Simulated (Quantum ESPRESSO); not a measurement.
## HfW2O8 (one run as intended and one with a planted mistake)

Simulated, not a measurement. The program is pw.x of Quantum ESPRESSO 7.5 (plane-wave density functional theory). The cell is made up: 11 atoms on a rutile lattice with one site empty, with randomly drawn elements, strain and displacements, not relaxed. PseudoDojo standard norm-conserving files (v0.5 for PBE, v0.4.1 for LDA and PBEsol) set the functional; there is no spin polarisation, spin-orbit coupling or dispersion term, and the masses in the input are unused placeholders.

The hafnium pseudopotential is less sure than the others, with forces about 3 percent (worst 6) and pressure in oxides about 1.5 GPa (worst 2.7) from a second method in checks, which no rerun with the same files tests.

Intended input:

```
&control calculation='scf', pseudo_dir='./dojo.nc.sr.pbe.v0_5.standard.upf', outdir='./o', disk_io='medium', tprnfor=.true., tstress=.true. /
&system ibrav=0, nat=11, ntyp=3, nbnd=50, ecutwfc=84.00895049, nosym=.true., tot_charge=0,
 occupations='smearing', smearing='fd', degauss=0.0018374661
/
&electrons conv_thr=7.350e-09, electron_maxstep=60, /
ATOMIC_SPECIES
Hf 1.0 Hf.upf
O 1.0 O.upf
W 1.0 W.upf
CELL_PARAMETERS angstrom
4.8706 0.0 0.0
0.0 4.8706 0.0
0.0 0.0 6.4408
ATOMIC_POSITIONS angstrom
Hf 0.0654 -0.0716 -0.0327
W 2.4473 2.4582 1.5669
W 2.4107 2.4046 4.7791
O 1.5145 1.6118 0.0048
O 3.3822 3.3661 0.0031
O 3.8437 0.9777 1.5689
O 0.9706 3.8756 1.4555
O 1.506 1.4726 3.3231
O 3.3725 3.4174 3.245
O 4.0476 1.1341 4.7666
O 1.0699 3.9297 4.9396
K_POINTS automatic
5 5 4 1 1 1
```

The log is shortened where brackets say so; the opening notice, blank lines, dates and the lines on written files are dropped, and the path of the files is cut. It prints rydbergs, bohrs and kilobars, and counts compression as positive stress.

Log of the intended run:

```
     Program PWSCF v.7.5
     Parallel version (MPI & OpenMP), running on       1 processor cores
     Number of MPI processes:                 1
     Threads/MPI process:                     1
     [start-up lines left out]
     bravais-lattice index     =            0
     lattice parameter (alat)  =       9.2041  a.u.
     unit-cell volume          =    1031.1013 (a.u.)^3
     number of atoms/cell      =           11
     number of atomic types    =            3
     number of electrons       =        88.00
     number of Kohn-Sham states=           50
     kinetic-energy cutoff     =      84.0090  Ry
     charge density cutoff     =     336.0358  Ry
     scf convergence threshold =      7.3E-09
     mixing beta               =       0.7000
     number of iterations used =            8  plain     mixing
     Exchange-correlation= PBE
                           (   1   4   3   4   0   0   0)
     [axes and pseudopotential details left out]
   Cartesian axes
     site n.     atom                  positions (alat units)
         1        Hf     tau(   1) = (   0.0134275  -0.0147004  -0.0067138  )
         2        W      tau(   2) = (   0.5024638   0.5047017   0.3217057  )
         3        W      tau(   3) = (   0.4949493   0.4936969   0.9812138  )
         4        O      tau(   4) = (   0.3109473   0.3309243   0.0009855  )
         5        O      tau(   5) = (   0.6944114   0.6911058   0.0006365  )
         6        O      tau(   6) = (   0.7891636   0.2007350   0.3221164  )
         7        O      tau(   7) = (   0.1992773   0.7957131   0.2988338  )
         8        O      tau(   8) = (   0.3092022   0.3023447   0.6822773  )
         9        O      tau(   9) = (   0.6924198   0.7016384   0.6662424  )
        10        O      tau(  10) = (   0.8310270   0.2328461   0.9786474  )
        11        O      tau(  11) = (   0.2196649   0.8068205   1.0141666  )
     number of k points=    50  Fermi-Dirac smearing, width (Ry)=  0.0018
                       cart. coord. in units 2pi/alat
        k(    1) = (   0.1000000   0.1000000   0.0945263), wk =   0.0400000
        k(    2) = (   0.1000000   0.1000000   0.2835789), wk =   0.0400000
     [further k points left out]
     Dense  grid:   107087 G-vectors     FFT dimensions: (  54,  54,  72)
     Estimated max dynamical RAM per process >     168.74 MB
     Initial potential from superposition of free atoms
     starting charge      87.9971, renormalised to      88.0000
     Starting wfcs are   62 randomized atomic wfcs
     total cpu time spent up to now is       25.2 secs
     per-process dynamical memory:   102.5 Mb
     Self-consistent Calculation
     iteration #  1     ecut=    84.01 Ry     beta= 0.70
     Davidson diagonalization with overlap
     ethr =  1.00E-02,  avg # of iterations =  2.0
     total cpu time spent up to now is       75.9 secs
     total energy              =    -677.25545549 Ry
     estimated scf accuracy    <       6.69157497 Ry
     iteration #  2     ecut=    84.01 Ry     beta= 0.70
     Davidson diagonalization with overlap
     ethr =  7.60E-03,  avg # of iterations =  6.8
     total cpu time spent up to now is      172.8 secs
     total energy              =    -673.35076278 Ry
     estimated scf accuracy    <      63.54772048 Ry
     [iterations 3 to 16 left out]
     iteration # 17     ecut=    84.01 Ry     beta= 0.70
     Davidson diagonalization with overlap
     ethr =  2.11E-10,  avg # of iterations =  5.2
     total cpu time spent up to now is     1105.1 secs
     total energy              =    -681.18507308 Ry
     estimated scf accuracy    <       0.00000020 Ry
     iteration # 18     ecut=    84.01 Ry     beta= 0.70
     Davidson diagonalization with overlap
     ethr =  2.11E-10,  avg # of iterations =  2.0
     total cpu time spent up to now is     1139.9 secs
     End of self-consistent calculation
     [lines on levels left out]
!    total energy              =    -681.18507310 Ry
     estimated scf accuracy    <          7.1E-09 Ry
     smearing contrib. (-TS)   =      -0.00000000 Ry
     internal energy E=F+TS    =    -681.18507310 Ry
     The total energy is F=E-TS. E is the sum of the following terms:
     one-electron contribution =    -259.18398113 Ry
     hartree contribution      =     164.94065449 Ry
     xc contribution           =    -160.09601808 Ry
     ewald contribution        =    -426.84572838 Ry
     convergence has been achieved in  18 iterations
     Forces acting on atoms (cartesian axes, Ry/au):
     atom    1 type  1   force =    -0.04123769    0.04709887   -0.02186467
     atom    2 type  3   force =     0.07768062   -0.00345287    0.12507413
     atom    3 type  3   force =     0.04696330   -0.03023298   -0.20691462
     atom    4 type  2   force =     0.02667706   -0.00313276    0.00919370
     atom    5 type  2   force =    -0.03178151   -0.02588132    0.04027552
     atom    6 type  2   force =    -0.11584306    0.12638285   -0.04599835
     atom    7 type  2   force =     0.11155251   -0.09976107    0.00689358
     atom    8 type  2   force =     0.08648063    0.10113165    0.02251695
     atom    9 type  2   force =    -0.10762301   -0.09615457   -0.01860788
     atom   10 type  2   force =    -0.13969856    0.08001462    0.07661358
     atom   11 type  2   force =     0.08682970   -0.09601242    0.01281807
     Total force =     0.467095     Total SCF correction =     0.000168
     Computing stress (Cartesian axis) and pressure
          total   stress  (Ry/bohr**3)                   (kbar)     P=     -227.07
  -0.00144434   0.00076054   0.00006384         -212.47      111.88        9.39
   0.00076054  -0.00135169   0.00001651          111.88     -198.84        2.43
   0.00006384   0.00001651  -0.00183483            9.39        2.43     -269.91
     init_run     :     20.92s CPU     25.12s WALL (       1 calls)
     electrons    :   1052.70s CPU   1114.66s WALL (       1 calls)
     forces       :      8.23s CPU      8.32s WALL (       1 calls)
     stress       :     35.76s CPU     37.34s WALL (       1 calls)
     [timing details left out]
     PWSCF        :  18m37.89s CPU  19m46.07s WALL
     JOB DONE.
```

A second run has one planted mistake: the self-consistency threshold is too loose. The input lines that differ, file-writing options aside:

```
- &electrons conv_thr=7.350e-09, electron_maxstep=60, /
+ &electrons conv_thr=2.940e-03, electron_maxstep=60, /
```

Its log:

```
     Program PWSCF v.7.5
     Parallel version (MPI & OpenMP), running on       4 processor cores
     Number of MPI processes:                 4
     Threads/MPI process:                     1
     [start-up lines left out]
     bravais-lattice index     =            0
     lattice parameter (alat)  =       9.2041  a.u.
     unit-cell volume          =    1031.1013 (a.u.)^3
     number of atoms/cell      =           11
     number of atomic types    =            3
     number of electrons       =        88.00
     number of Kohn-Sham states=           50
     kinetic-energy cutoff     =      84.0090  Ry
     charge density cutoff     =     336.0358  Ry
     scf convergence threshold =      2.9E-03
     mixing beta               =       0.7000
     number of iterations used =            8  plain     mixing
     Exchange-correlation= PBE
                           (   1   4   3   4   0   0   0)
     [axes and pseudopotential details left out]
   Cartesian axes
     site n.     atom                  positions (alat units)
         1        Hf     tau(   1) = (   0.0134275  -0.0147004  -0.0067138  )
         2        W      tau(   2) = (   0.5024638   0.5047017   0.3217057  )
         3        W      tau(   3) = (   0.4949493   0.4936969   0.9812138  )
         4        O      tau(   4) = (   0.3109473   0.3309243   0.0009855  )
         5        O      tau(   5) = (   0.6944114   0.6911058   0.0006365  )
         6        O      tau(   6) = (   0.7891636   0.2007350   0.3221164  )
         7        O      tau(   7) = (   0.1992773   0.7957131   0.2988338  )
         8        O      tau(   8) = (   0.3092022   0.3023447   0.6822773  )
         9        O      tau(   9) = (   0.6924198   0.7016384   0.6662424  )
        10        O      tau(  10) = (   0.8310270   0.2328461   0.9786474  )
        11        O      tau(  11) = (   0.2196649   0.8068205   1.0141666  )
     number of k points=    50  Fermi-Dirac smearing, width (Ry)=  0.0018
                       cart. coord. in units 2pi/alat
        k(    1) = (   0.1000000   0.1000000   0.0945263), wk =   0.0400000
        k(    2) = (   0.1000000   0.1000000   0.2835789), wk =   0.0400000
     [further k points left out]
     Dense  grid:   107087 G-vectors     FFT dimensions: (  54,  54,  72)
     Estimated max dynamical RAM per process >     301.72 MB
     Estimated total dynamical RAM >       1.10 GB
     Initial potential from superposition of free atoms
     starting charge      87.9971, renormalised to      88.0000
     Starting wfcs are   62 randomized atomic wfcs
     total cpu time spent up to now is        8.3 secs
     per-process dynamical memory:   236.7 Mb
     Self-consistent Calculation
     iteration #  1     ecut=    84.01 Ry     beta= 0.70
     Davidson diagonalization with overlap
     ethr =  1.00E-02,  avg # of iterations =  2.0
     total cpu time spent up to now is       24.0 secs
     total energy              =    -677.25496675 Ry
     estimated scf accuracy    <       6.69210257 Ry
     iteration #  2     ecut=    84.01 Ry     beta= 0.70
     Davidson diagonalization with overlap
     ethr =  7.60E-03,  avg # of iterations =  6.8
     total cpu time spent up to now is       49.0 secs
     total energy              =    -673.34981419 Ry
     estimated scf accuracy    <      63.55723218 Ry
     [iterations 3 to 7 left out]
     iteration #  8     ecut=    84.01 Ry     beta= 0.70
     Davidson diagonalization with overlap
     ethr =  1.86E-05,  avg # of iterations =  5.3
     total cpu time spent up to now is      181.6 secs
     total energy              =    -681.18459376 Ry
     estimated scf accuracy    <       0.00489159 Ry
     iteration #  9     ecut=    84.01 Ry     beta= 0.70
     Davidson diagonalization with overlap
     ethr =  5.56E-06,  avg # of iterations =  2.1
     total cpu time spent up to now is      196.7 secs
     End of self-consistent calculation
     [lines on levels left out]
!    total energy              =    -681.18361423 Ry
     estimated scf accuracy    <       0.00196095 Ry
     smearing contrib. (-TS)   =      -0.00000000 Ry
     internal energy E=F+TS    =    -681.18361423 Ry
     The total energy is F=E-TS. E is the sum of the following terms:
     one-electron contribution =    -259.36315677 Ry
     hartree contribution      =     165.11964030 Ry
     xc contribution           =    -160.09436937 Ry
     ewald contribution        =    -426.84572838 Ry
     convergence has been achieved in   9 iterations
     Forces acting on atoms (cartesian axes, Ry/au):
     atom    1 type  1   force =    -0.04084061    0.04679482   -0.02252521
     atom    2 type  3   force =     0.07936893   -0.00557227    0.12997434
     atom    3 type  3   force =     0.04286526   -0.02891350   -0.21179833
     atom    4 type  2   force =     0.02741982   -0.00203970    0.00900910
     atom    5 type  2   force =    -0.03254348   -0.02616951    0.04008237
     atom    6 type  2   force =    -0.11730204    0.12832945   -0.04542524
     atom    7 type  2   force =     0.11239085   -0.10007794    0.00541798
     atom    8 type  2   force =     0.08611247    0.10087403    0.02324908
     atom    9 type  2   force =    -0.10744367   -0.09564583   -0.01883505
     atom   10 type  2   force =    -0.13856260    0.07946693    0.07821291
     atom   11 type  2   force =     0.08853507   -0.09704649    0.01263807
     Total force =     0.471703     Total SCF correction =     0.123756
     SCF correction compared to forces is large: reduce conv_thr to get better values
     Computing stress (Cartesian axis) and pressure
          total   stress  (Ry/bohr**3)                   (kbar)     P=     -219.01
  -0.00138343   0.00074310   0.00004865         -203.51      109.31        7.16
   0.00074310  -0.00128779   0.00003006          109.31     -189.44        4.42
   0.00004865   0.00003006  -0.00179510            7.16        4.42     -264.07
     init_run     :      7.87s CPU      8.17s WALL (       1 calls)
     electrons    :    186.71s CPU    188.45s WALL (       1 calls)
     forces       :      2.93s CPU      2.97s WALL (       1 calls)
     stress       :     10.57s CPU     10.87s WALL (       1 calls)
     [timing details left out]
     PWSCF        :   3m28.26s CPU   3m30.76s WALL
     JOB DONE.
```

|  | intended run | run with the mistake |
| --- | --- | --- |
| free energy (eV) | -9267.995 | -9267.975 |
| smearing term -TS (eV) | 0.0000 | 0.0000 |
| pressure (GPa) | -22.71 | -21.90 |
| largest force component (eV/Å) | 5.320 | 5.446 |
| largest change of a force component (eV/Å) |  | 0.126 |
| iterations | 18 | 9 |

For scale, a rerun of the intended cell at a cutoff of 1437 eV and k mesh 7 x 7 x 6 moved values by no more than 0.006 eV in energy, 0.02 GPa in stress and 0.004 eV/Å in force.